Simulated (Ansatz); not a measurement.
### Question
Name crystals whose computed values (the program Ansatz at the r²SCAN level (PAW)) fall in these windows: electron conductivity mass (mₑ) 0.27 to 0.40; B₀ by P(V) fit (GPa) 140 to 200.

### Answer


| crystal | electron conductivity mass (mₑ) | B₀ by P(V) fit (GPa) |
|---|---|---|
| BP, wurtzite | 0.34 | 169 |
| MgO, rock salt | 0.36 | 167 |
| Mg2ZnO3, P-3m1 (Mg on 2d, Zn on 1a, O on 2d, O on 1b) | 0.34 | 175 |
| RuS2, Pa-3 (Ru on 4a, S on 8c) | 0.37 | 183 |
| B6As, R-3m (B on 18h, B on 18h, As on 6c) | 0.33 | 190 |
Others may fit too.

Not the usual ambient phase: BP, wurtzite. Standing as an ambient phase not checked: Mg2ZnO3, P-3m1 (Mg on 2d, Zn on 1a, O on 2d, O on 1b); B6As, R-3m (B on 18h, B on 18h, As on 6c). Perhaps ordered models of mixed-site phases: Mg2ZnO3, P-3m1 (Mg on 2d, Zn on 1a, O on 2d, O on 1b). All cells were relaxed under the symmetry of their starts (and spin orders); stability against distortions was not tested throughout. Rows with no word on spin ran without spin polarisation. Spin–orbit coupling is left out wherever it is not named.

Potentials: the later of the program's two PAW sets.
